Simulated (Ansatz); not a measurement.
Here is the system:

Ge:
```cif
data_Ge16
_chemical_formula_sum 'Ge16'
_space_group_name_H-M_alt 'Ia-3'
_space_group_IT_number 206
_space_group_name_Hall '-I 2b 2c 3'
_cell_length_a 6.96522
_cell_length_b 6.96522
_cell_length_c 6.96522
_cell_angle_alpha 90.000
_cell_angle_beta 90.000
_cell_angle_gamma 90.000
loop_
_atom_site_label
_atom_site_type_symbol
_atom_site_symmetry_multiplicity
_atom_site_Wyckoff_symbol
_atom_site_fract_x
_atom_site_fract_y
_atom_site_fract_z
_atom_site_occupancy
Ge1 Ge 16 c 0.14944 0.14944 0.14944 1
```
(The calculation used a cell of 8 atoms; values per cell refer to that cell.)

This is the r²SCAN-relaxed structure.

All from DFT-r²SCAN in the program Ansatz with PAW potentials, unless another level is named. Give the electronic character.

metallic (no gap).

What about the density of states at the Fermi level?

0.08 states/eV per atom (mean over ±0.08 eV).

Give the gap with spin–orbit coupling.

none (metallic).

The workflow started from a Materials Project entry (that database holds measured and hypothetical structures alike); the Crystallography Open Database copy checked does not list it. It is not the phase usual at ambient conditions (space group No. 227). The r²SCAN relaxation kept the symmetry of its start; whether a distortion lowers the energy is not shown. Spin–orbit coupling is left out wherever it is not named.

Potentials: the earlier of the program's two PAW sets. The files were generated under PBE; for other functionals the program regenerates the frozen cores, and for LDA and PBEsol the local potential too.
